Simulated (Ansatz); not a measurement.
Cu Kα1 powder pattern (kinematic, no thermal factors).
```json
{"2θ (°)": "15.79", "relative intensity": "7"}
{"2θ (°)": "19.77", "relative intensity": "9"}
{"2θ (°)": "23.78", "relative intensity": "5"}
{"2θ (°)": "27.82", "relative intensity": "1"}
{"2θ (°)": "36.01", "relative intensity": "2"}
{"2θ (°)": "36.72", "relative intensity": "32"}
{"2θ (°)": "36.94", "relative intensity": "9"}
{"2θ (°)": "37.61", "relative intensity": "2"}
{"2θ (°)": "40.17", "relative intensity": "17"}
{"2θ (°)": "40.19", "relative intensity": "1"}
{"2θ (°)": "42.04", "relative intensity": "100"}
{"2θ (°)": "44.22", "relative intensity": "20"}
{"2θ (°)": "44.39", "relative intensity": "6"}
{"2θ (°)": "46.68", "relative intensity": "6"}
{"2θ (°)": "48.67", "relative intensity": "3"}
{"2θ (°)": "52.37", "relative intensity": "2"}
{"2θ (°)": "55.55", "relative intensity": "12"}
{"2θ (°)": "58.92", "relative intensity": "6"}
{"2θ (°)": "62.49", "relative intensity": "2"}
{"2θ (°)": "66.12", "relative intensity": "18"}
{"2θ (°)": "66.27", "relative intensity": "2"}
{"2θ (°)": "69.77", "relative intensity": "2"}
{"2θ (°)": "70.16", "relative intensity": "4"}
{"2θ (°)": "71.34", "relative intensity": "1"}
{"2θ (°)": "74.28", "relative intensity": "6"}
{"2θ (°)": "77.66", "relative intensity": "1"}
{"2θ (°)": "78.09", "relative intensity": "3"}
{"2θ (°)": "78.59", "relative intensity": "5"}
{"2θ (°)": "80.27", "relative intensity": "12"}
{"2θ (°)": "81.52", "relative intensity": "13"}
{"2θ (°)": "83.02", "relative intensity": "3"}
{"2θ (°)": "83.11", "relative intensity": "4"}
{"2θ (°)": "83.14", "relative intensity": "5"}
{"2θ (°)": "86.26", "relative intensity": "3"}
{"2θ (°)": "87.86", "relative intensity": "1"}
```

The pattern is computed from a structure relaxed with DFT PBE, scalar-relativistic, plane waves, PAW in Ansatz 0.2.0. No spin polarisation. Its elements are Al, Cu.

**Question.** Give the structure.

**Answer.** Al₄Cu.
Space group P-6m2 (No. 187). a = 2.824 Å, b = 2.824 Å, c = 22.431 Å, α = 90.00°, β = 90.00°, γ = 120.00°
```csv
atom,site,symmetry,x,y,z
Al,2h,3m.,0.3333,0.6667,0.8940
Al,2h,3m.,0.3333,0.6667,0.3187
Al,1d,-6m2,0.3333,0.6667,0.5000
Al,1e,-6m2,0.6667,0.3333,0.0000
Al,2i,3m.,0.6667,0.3333,0.2128
Cu,2i,3m.,0.6667,0.3333,0.4101
```

A pattern alone doesn't exclude other cells with like lines; this is the one computed.

The cell was found from a structure generator's guess, not taken from experiment.
